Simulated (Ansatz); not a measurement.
The start is a generated cell, W placed in the hcp structure type. Cell shape, volume and atoms are optimised at zero target pressure with r2SCAN (plane waves to 500 eV, PAW, scalar-relativistic; Ansatz, a quantum-chemistry and plane-wave program). The first steps use a coarse 13×13×7 k-mesh.

Starting cell:
```
W
1.0
    2.82066     0.00000     0.00000
   -1.41033     2.44277     0.00000
    0.00000     0.00000     4.57961
W
2
Direct
  0.33333   0.66667   0.25000
  0.66667   0.33333   0.75000
```

### Question
What pressure does the first self-consistent step give?

### Answer
+7.6 GPa (positive: the cell is compressed).

### Question
How much energy is released per atom?

### Answer
0.11 eV/atom.

### Question
How does the volume change?

### Answer
+3.4 %, from 15.78 to 16.31 Å³/atom.

The space group stays P6₃/mmc (No. 194) (the run could not lower it); the end is hcp (Mg type), with 2 atoms in the primitive cell. Final values are on a 19×19×10 k-mesh of the relaxed cell. No spin polarisation in the result.

The run could not lose the symmetry of its start, so the end can be a saddle point.

All atoms sit on sites fixed by symmetry, so only the cell could relax.

The relaxed structure here is a generated cell of W: the first start was made by placing the elements on the sites of a structure type, and the end was not matched to a known phase here, so it may be hypothetical. Known forms of W include space group No. 229.
